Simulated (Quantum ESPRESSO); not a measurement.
# Strain and stress in Si6AlN

Calculated results; nothing here was measured. They come from pw.x of Quantum ESPRESSO 7.5, a plane-wave density functional program, with PseudoDojo standard norm-conserving files (v0.5 for PBE, v0.4.1 for LDA and PBEsol). The cells are made up: elements, strain and atom displacements were drawn at random, and nothing was relaxed. There is no spin polarisation, spin-orbit coupling or dispersion term.

The cell has 8 sites of a zincblende or diamond lattice. Sites 1 to 4 hold Si Al Si Si; sites 5 to 8 hold Si Si Si N. Cell vectors in Å: (5.454, -0.003, 0.044); (-0.003, 5.383, 0.023); (0.044, 0.023, 5.322). Settings: PBE, cutoff 1143 eV, 6 x 6 x 6 k mesh shifted by half a step, Fermi-Dirac smearing of 0.1 eV.

Each run adds the same linear strain along x, y and z to one cell, with the atoms carried along; the vectors above are those of run 5. Stress is positive in tension and P is minus a third of its trace. E is the free energy for each atom above the lowest run shown.

```
run  strain (%)  s_xx (GPa)  s_yy (GPa)  s_zz (GPa)  s_xy (GPa)  P (GPa)  E (meV/atom)
  1       -2.05       -4.97       -4.36       -3.90       -0.81     4.41         12.08
  2       -1.70       -3.85       -3.31       -2.91       -0.86     3.36          7.18
  4       -0.79       -1.18       -0.80       -0.55       -0.99     0.85          0.38
  5       -0.58       -0.61       -0.27       -0.05       -1.02     0.31          0.00
  6        1.63        4.48        4.52        4.45       -1.23    -4.48         18.50
  7        2.02        5.22        5.21        5.10       -1.26    -5.18         25.75
  3       -1.27           ?           ?           ?           ?        ?             ?
```

A rerun of one of these cells at 1437 eV and k mesh 8 x 8 x 8 moved values by no more than 0.002 eV in the cell's energy, 0.03 GPa in stress and 0.006 eV/Å in force.

## Worked fit

A parabola through the six runs shown gives P = -1.11 - 2.35 e + 0.166 e² GPa, with e in per cent and a scatter of 0.01 GPa. A linear strain of 1 % changes the volume by about 3 %, so the bulk modulus of this cell with clamped atoms is about 78 ± 1 GPa at e = 0. The error is the larger of the fit's own and the change that a cubic makes, rounded up.

## Withheld run

Question: what P should run 3 give?

The fit gives 2.14 GPa. The calculation gave 2.14 GPa.

```
run  strain (%)  s_xx (GPa)  s_yy (GPa)  s_zz (GPa)  s_xy (GPa)  P (GPa)  E (meV/atom)
  3       -1.27       -2.55       -2.09       -1.76       -0.93     2.14          3.03
```